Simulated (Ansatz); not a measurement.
## Data sheet: BaN (DFT)

BaN:
```
CELL_PARAMETERS angstrom
      0.00000     3.02090     3.02090
      3.02090     0.00000     3.02090
      3.02090     3.02090     0.00000
ATOMIC_POSITIONS crystal
  Ba 0.00000 0.00000 0.00000
  N  0.75000 0.75000 0.75000
```

Space group F-43m (No. 216), zinc blende; conventional cell a = 6.042 Å, b = 6.042 Å, c = 6.042 Å, α = 90.00°, β = 90.00°, γ = 90.00°.

Method: r²SCAN (plane waves, PAW; program Ansatz). The cell and atoms are relaxed at this level. Other levels are named where they apply.

**Cell and energy**

```yaml
volume_per_atom: 27.57 Å³
density: 4.56 g/cm³
Formation energy from the elements (no fitted shifts): 0.16 eV/atom
```

**Electronic structure**

```yaml
electronic_character: metallic (no gap)
Density of states at the Fermi level: 1.8 states/eV per atom (mean over ±0.08 eV)
Gap with spin–orbit coupling: none (metallic)
```

**Mechanics**

```yaml
Bulk modulus (Birch–Murnaghan fit): 41.6 GPa
Pressure derivative B′: 3.8
Elastic constants (relaxed ions, GPa): C11 = 42.2, C12 = 40.0, C44 = 9.8
mechanical_stability: stable (all eigenvalues of C positive)
hill_bulk_and_shear_moduli: 40.7 and 4.4 GPa
Young's modulus: 12.6 GPa
Poisson's ratio: 0.45
debye_temperature_from_the_elastic_constants: 110 K
```

**Charges**

```yaml
bader_charges: Ba +1.36, N -1.36 e
```

The start of the workflow was typed in or built on a structure type; neither database checked (COD, Materials Project) lists it. Its standing as an ambient phase is unchecked. The cell was relaxed with r²SCAN under the symmetry of its start; its stability against distortions is not shown here. Its formation energy is positive at this level, so the cell may be metastable or incomplete. With an odd number of electrons in the cell and no spin polarisation, the count alone makes it a metal. As this level gives no gap, shear constants depend on the k-mesh and smearing (Fermi–Dirac, 0.1 eV here). The references are the lowest solids computed at this level, not always the standard phases (solids in place of the gases). Spin–orbit coupling is left out wherever it is not named.

Potentials: the earlier of the program's two PAW sets. The files were generated under PBE; for other functionals the program regenerates the frozen cores, and for LDA and PBEsol the local potential too.
